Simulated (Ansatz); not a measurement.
The elements of this relaxed trial crystal are hidden behind letters.

```
lattice vectors (Å)
   4.6276    0.0000    0.0000
  -2.3138    4.0076    0.0000
   0.0000    0.0000   15.0717
fractional positions
X 0.3333 0.6667 0.4958
X 0.3333 0.6667 0.9999
X 0.6667 0.3333 0.2481
Z 0.6667 0.3333 0.7499
Q 0.3333 0.6667 0.1874
Q 0.3333 0.6667 0.6834
Q 0.6667 0.3333 0.4355
Q 0.6667 0.3333 0.9400
```

Theory: DFT PBE, scalar-relativistic, plane waves, PAW in Ansatz. Settings of the last relaxation (8-atom cell): 420 eV, 6×6×2 k points, Gaussian smearing of 0.02 eV, no spin polarisation.

- Space group: P3m1 (No. 156)
- Conventional cell: a = 4.628 Å, c = 15.072 Å
- Volume per atom: 34.94 Å³
- Density: 4.13 g/cm³
- Formation energy: −0.775 eV/atom
- Gap on the 6×6×2 mesh of the 8-atom cell: 1.59 eV

Energies are uncorrected and count from the elements' standard states at the same level.

Question: X is an s-block element of period 3, Z is a d-block element of period 5 and Q is a p-block element of period 5. Which elements are they?

Answer: X = Mg, Z = Cd, Q = Te, so the formula is Mg3CdTe4. Density times volume gives a mean mass of 4.13 × 34.94/1.6605 = 86.9 u per atom, and this set has 87.0 u. Mg on its first site is surrounded by 4 Te at 2.82–2.83 Å; Cd is surrounded by 4 Te at 2.85–2.87 Å; Te on its first site has 4 Mg at 2.82–2.83 Å; 5 more sites not described. Other sets within the hints have nearly the same mass, so mass alone doesn't settle it; this one was computed.

Spin–orbit coupling, which can matter for Te, is left out. Kohn–Sham gaps at this level usually fall short of measured ones. The missing spin–orbit coupling can work the other way here. A structure relaxed within its symmetry needn't be a true minimum.
